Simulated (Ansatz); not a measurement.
# Density of states of P

```xyz
4
Lattice="1.6477 -5.4650 0.0000 1.6477 5.4650 0.0000 0.0000 0.0000 4.5436" Properties=species:S:1:pos:R:3 pbc="T T T"
P     1.6477    1.0477    4.1401
P     1.6477   -1.0477    0.4035
P     1.6477    4.4173    1.8683
P     1.6477   -4.4173    2.6754
```

The cell is the one relaxed in the Materials Project (mp-157), not relaxed further here; entries there can be hypothetical.

These are results of DFT, LDA, all-electron LAPW, scalar-relativistic in Ansatz 0.2.0, not measurements.

Numerical set-up: a Γ-centred 13×13×9 k mesh, Fermi–Dirac smearing of 0.03 eV, basis error target 1 meV/atom, no spin polarisation.

States per eV and cell, averaged over 0.4 eV, from -5.8 to 2.0 eV, with energies (bin centres) from the Fermi level; empty bins are left out. 

```
E (eV)  total
  -5.7   2.80
  -5.3   1.59
  -4.9   1.44
  -4.5   2.05
  -4.1   2.69
  -3.7   3.08
  -3.3   1.70
  -2.9   1.61
  -2.5   2.04
  -2.1   2.61
  -1.7   2.81
  -1.3   1.39
  -0.9   0.37
  -0.5   0.15
  -0.1   0.03
   0.3   0.62
   0.7   1.70
   1.1   2.04
   1.5   3.24
   1.9   3.47
```
